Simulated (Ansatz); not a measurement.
Polymorphs of MgO, each relaxed with DFT-LDA in the program Ansatz with PAW potentials:

A: rock salt (Fm-3m)
a = b = c = 4.161 Å, α = β = γ = 90.00°

```json
[
 {"atom": "Mg", "site": "4a", "symmetry": "m-3m", "x": "0.0000", "y": "0.0000", "z": "0.0000"},
 {"atom": "O", "site": "4b", "symmetry": "m-3m", "x": "0.5000", "y": "0.5000", "z": "0.5000"}
]
```

B: P6_3/mmc
a = 3.452 Å, b = 3.452 Å, c = 4.140 Å, α = 90.00°, β = 90.00°, γ = 120.00°

```tsv
atom	site	symmetry	x	y	z
Mg	2c	-6m2	0.3333	0.6667	0.2500
O	2d	-6m2	0.6667	0.3333	0.2500
```

### Question
Order them by energy per atom at 0 K (lowest first) at the level LDA.

### Answer
A (+0 meV/atom), B (+78 meV/atom)

### Question
Give each one's gap.

### Answer
A 5.03 eV; B 3.49 eV.

Not the usual ambient phase: B. All cells were relaxed under the symmetry of their starts (and spin orders); stability against distortions was not tested throughout.

Energies hold the estimated change up to a 700 eV cutoff; steps of a few meV lie near the error of the meshes.

Potentials: the earlier of the program's two PAW sets. The files were generated under PBE; for other functionals the program regenerates the frozen cores, and for LDA and PBEsol the local potential too.
